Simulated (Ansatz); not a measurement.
A: Zr (hcp, Mg type), a = b = 3.232 Å, c = 5.174 Å, α = β = 90.00°, γ = 120.00°
B: ZrO2 (tetragonal-ZrO2 type, space group P4_2/nmc), a = 3.6208 Å, b = 3.6208 Å, c = 5.2843 Å, α = 90.00°, β = 90.00°, γ = 90.00°
C: TiO$_{2}$ (rutile), a = b = 4.6435 Å, c = 2.9637 Å, α = β = γ = 90.00°
D: SiC (wurtzite), a = 3.092 Å, b = 3.092 Å, c = 5.074 Å, α = 90.00°, β = 90.00°, γ = 120.00°
E: ZnO (wurtzite), a = 3.2799 Å, b = 3.2799 Å, c = 5.2941 Å, α = 90.00°, β = 90.00°, γ = 120.00°

Scan: energy over volume and axial ratio (atoms clamped). All come from one method, each on a k mesh of its own. All were relaxed with their symmetry unable to fall. The PAW data are Ansatz's earlier set. This is a high-temperature form of ZrO2. TiO2 is run without spin polarisation. Zr is run without spin polarisation. ZrO2 is run without spin polarisation.

Q: Rank these by modulus against c/a change at fixed volume, (3/4V)·∂²E/∂(ln c/a)² (fitted) (lowest first), as PBE (plane waves to 420 eV, PAW, scalar-relativistic; Ansatz, an electronic-structure program) gives it.

A: A (45 GPa), E (100 GPa), C (130 GPa), B (152 GPa), D (269 GPa)

(A scan under strain: stresses follow from slopes of the energy per volume, elastic moduli from its curvatures.)
